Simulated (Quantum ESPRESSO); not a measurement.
## AlTa4MgZrSn (a guest atom moved from site to site)

Simulated, not a measurement. The program is pw.x of Quantum ESPRESSO 7.5 (plane-wave density functional theory). The cell is made up: eight metal atoms on a face-centred cubic lattice, with elements, volume, strain and displacements drawn at random and not relaxed, so it may be unstable or far from any real phase. PseudoDojo standard norm-conserving files set the functional (PBE unless stated); there is no spin polarisation or spin-orbit coupling, the Fermi-Dirac width of 0.25 eV means electrons at about 2900 K, and the masses in the input are unused placeholders. The tin pseudopotential is less sure than most, with forces differing by about three percent from a second method on plain tin. Heavy elements are run without spin-orbit coupling, which real alloys of them have. A spin test at this wide smearing found no moment, but such smearing suppresses magnetism that the real alloy may have.

The runs move one Al atom among sites that otherwise hold Ta. Cell, positions, cutoff, mesh and smearing stay as in the input of run 1; sites are counted in its order. Stress in the tables is positive in tension.

Input of run 1:

```
&control calculation='scf', pseudo_dir='./dojo.nc.sr.pbe.v0_5.standard.upf', outdir='./o', disk_io='minimal', tprnfor=.true., tstress=.true. /
&system ibrav=0, nat=8, ntyp=5, nbnd=60, ecutwfc=84.00895049, nosym=.true., tot_charge=0,
 occupations='smearing', smearing='fd', degauss=0.0183746611
/
&electrons conv_thr=1.470e-08, electron_maxstep=70, mixing_beta=0.5 /
ATOMIC_SPECIES
Al 1.0 Al.upf
Mg 1.0 Mg.upf
Sn 1.0 Sn.upf
Ta 1.0 Ta.upf
Zr 1.0 Zr.upf
CELL_PARAMETERS angstrom
-0.026 2.206 2.1516
-0.0559 4.4552 -4.3463
-8.6007 -2.1198 2.1692
ATOMIC_POSITIONS angstrom
Al -0.0375 -0.0066 -0.0532
Ta -4.3245 0.0376 -0.0371
Mg 0.0265 2.2726 -2.2312
Ta -4.3922 2.3077 -2.1597
Ta -6.4009 -0.0412 2.1752
Zr -2.1417 2.3336 0.0244
Sn -6.4831 2.2691 -0.0033
Ta -2.2015 4.3875 -2.1268
K_POINTS automatic
8 4 3 1 1 1
```

```
run  elements on sites 1 to 8  free energy less that of run 1 (eV)  -TS (eV)  pressure (GPa)  stress xx (GPa)  stress yy (GPa)  stress zz (GPa)  stress yz (GPa)  stress xz (GPa)  stress xy (GPa)  iterations
  1   Al Ta Mg Ta Ta Zr Sn Ta                                0.000    -1.559           -6.40             4.24             7.91             7.05            -0.29            -1.24            -0.02          18
  2   Ta Al Mg Ta Ta Zr Sn Ta                                0.084    -1.537           -6.53             7.15             6.90             5.55            -0.82            -1.15            -0.01          18
  3   Ta Ta Mg Al Ta Zr Sn Ta                                0.208    -1.578           -7.36             8.46             7.34             6.26             0.53            -0.18            -1.26          18
  4   Ta Ta Mg Ta Al Zr Sn Ta                                0.281    -1.570           -6.63             3.97             7.89             8.02             0.51            -0.35            -0.45          17
```

Forces Fx Fy Fz (eV/Å):

| site | run 1 | run 2 | run 3 | run 4 |
| --- | --- | --- | --- | --- |
| 1 | 0.05 0.20 0.11 | 0.65 0.06 0.23 | 0.49 -0.12 0.40 | 0.42 -0.14 0.45 |
| 2 | -0.04 -0.24 0.46 | 0.46 -0.41 0.53 | 0.05 -0.61 0.85 | -0.07 -0.46 0.55 |
| 3 | 0.24 -0.13 0.23 | 0.10 -0.23 0.33 | 0.08 -0.28 0.39 | 0.00 -0.19 0.37 |
| 4 | 0.25 0.09 -0.17 | 0.11 0.20 -0.41 | 0.61 0.25 -0.37 | 0.25 0.42 -0.47 |
| 5 | -0.02 0.18 0.06 | 0.15 0.29 0.04 | 0.19 0.25 -0.01 | -0.06 0.03 0.12 |
| 6 | -0.40 -0.56 0.15 | -0.60 -0.71 0.18 | -0.75 -0.37 -0.09 | -0.16 -0.51 0.09 |
| 7 | 0.41 -0.09 -0.02 | -0.04 0.02 -0.04 | 0.11 0.07 -0.18 | 0.12 0.23 -0.28 |
| 8 | -0.47 0.55 -0.82 | -0.83 0.78 -0.87 | -0.78 0.81 -0.99 | -0.50 0.61 -0.82 |

The sites are displaced and not relaxed, so the energy differences mix bonding between neighbours with strain and are not ordering energies. A rerun of one cell of this series at a higher cutoff and on a denser mesh moved values by no more than 0.005 eV in energy, 0.05 GPa in stress and 0.007 eV/Å in force, and a second program with other atomic files agreed on that cell to 2 % rms in force and 0.5 GPa in pressure.